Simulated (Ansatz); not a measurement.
Ag (fcc (Cu type)), relaxed with LDA (Ansatz, a quantum-chemistry and plane-wave program, plane waves, PAW): a = b = c = 4.002 Å, α = β = γ = 90.00°.

* **B₀ by P(V) fit (GPa)**: 138
* **K_Hill (GPa)**: 138
* **G_Hill (GPa)**: 39.2
* **Θ_D (K)**: 249

### Question
The same phase is relaxed and computed with PBE+D3(BJ) in the same code. What are the cell and these values now?

### Answer
a = 4.073 Å, b = 4.073 Å, c = 4.073 Å, α = 90.00°, β = 90.00°, γ = 90.00°.

- B₀ by P(V) fit (GPa) = 110
- K_Hill (GPa) = 111
- G_Hill (GPa) = 33.6
- Θ_D (K) = 233

All cells were relaxed under the symmetry of their starts (and spin orders); stability against distortions was not tested throughout. Rows with no word on spin ran without spin polarisation. Spin–orbit coupling is left out wherever it is not named.

Potentials: the later of the program's two PAW sets.

Ansatz is a plane-wave DFT program.
